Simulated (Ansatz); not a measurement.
Pb3O4 in space group Pbam (No. 55; Pb on 4g, Pb on 2d, O on 4g, O on 4h), the program Ansatz at the r²SCAN level (PAW). The conduction-band minimum lies on the Γ–X line, 96 % of the way from Γ, with 2 equivalent valleys. Second derivatives d²E/dk² of the lowest band at one valley (eV·Å²), along Cartesian directions:

```
direction  d²E/dk²
---------  -------
[100]        10.76
[010]        15.39
[001]        14.38
[110]        13.08
[101]        12.57
[011]        14.88
```

Question: Find the principal effective masses, the density-of-states mass and the conductivity mass.

Answer: Off-diagonal terms follow from H_xy = H[110] − (H_xx + H_yy)/2, and m*/mₑ = 7.620 eV·Å² over each eigenvalue: 0.50, 0.53, 0.71. One valley's DOS mass (m₁m₂m₃)^(1/3) = 0.57, conductivity mass 3/(Σ 1/mᵢ) = 0.56 mₑ.

Question: What effective density of states Nc follows at 300 K for parabolic valleys?

Answer: Nc = 2.509e19 × 2 × (0.57)^(3/2) ≈ 2.2e19 cm⁻³.

The first step of the workflow began from a Materials Project structure, measured or hypothetical; the Crystallography Open Database files this formula in space group No. 55, but the cells were not matched. Its standing as an ambient phase is unchecked. The cell was relaxed with r²SCAN under the symmetry of its start; its stability against distortions is not shown here. Scalar-relativistic: spin–orbit coupling is off unless named, which matters more the heavier the elements.

Potentials: the later of the program's two PAW sets.

Edges and masses are those of Kohn–Sham bands, whose gap is no quasiparticle gap.
